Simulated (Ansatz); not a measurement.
A generator proposed this cell of Zr₃B₅.

```cif
data_structure
_symmetry_space_group_name_H-M 'Pm-3m'
_symmetry_Int_Tables_number 221
_cell_length_a 3.9280
_cell_length_b 3.9280
_cell_length_c 3.9280
_cell_angle_alpha 90.000
_cell_angle_beta 90.000
_cell_angle_gamma 90.000
_cell_volume 60.61
loop_
_atom_site_label
_atom_site_type_symbol
_atom_site_symmetry_multiplicity
_atom_site_Wyckoff_symbol
_atom_site_fract_x
_atom_site_fract_y
_atom_site_fract_z
_atom_site_occupancy
Zr1 Zr 3 d 0.50000 0.00000 0.00000 1
B1 B 3 c 0.00000 0.50000 0.50000 1
B2 B 1 b 0.50000 0.50000 0.50000 1
B3 B 1 a 0.00000 0.00000 0.00000 1
```

Theory: Ansatz, DFT PBE, scalar-relativistic, plane waves, PAW. Plane waves to 420 eV, a k mesh through Γ of 4×4×4 on the computed 8-atom cell and Gaussian smearing (0.10 eV); no spin polarisation.

The zero of energy is the elements' standard structures at the same level; no fitted shifts are applied.

Question: Estimate its pressure, forces and energy as it stands.

Answer: The pressure is 209.4 GPa (it wants to expand), the largest force is 0.00 eV/Å (symmetry fixes the atoms), and the energy is +3.25 eV/atom against the elements. The shortest distance is 1.96 Å.

Question: How much does it gain on relaxing, and where does it end?

Answer: Relaxing gains about 2.7 eV/atom (the start's value is from the coarse mesh, so the gain is rough) in 13 ionic steps and ends at +0.58 eV/atom on the finer mesh. The symmetry stays Pm-3m (No. 221). The volume per atom grows by 82.7 %, from 7.6 to 13.8 Å³. The shortest distance goes from 1.96 Å (Zr–B and B–B) to 2.40 Å (Zr–B and B–B). Conventional cell: a = 4.802 Å. Around Zr lie 6 B at 2.40 Å; around B on a site of symmetry 4/mmm lie 2 B at 2.40 Å and 4 Zr at 2.40 Å; B on a site of symmetry m-3m is surrounded by 6 B at 2.40 Å (long contacts); 1 more site not described.

The last run used an 8×8×8 mesh for its 8-atom cell and Gaussian smearing of 0.10 eV. The cell is a metal run without spin; a magnetic state may lie lower. The relaxation can't lower the symmetry of the start. A structure relaxed within its symmetry needn't be a true minimum.
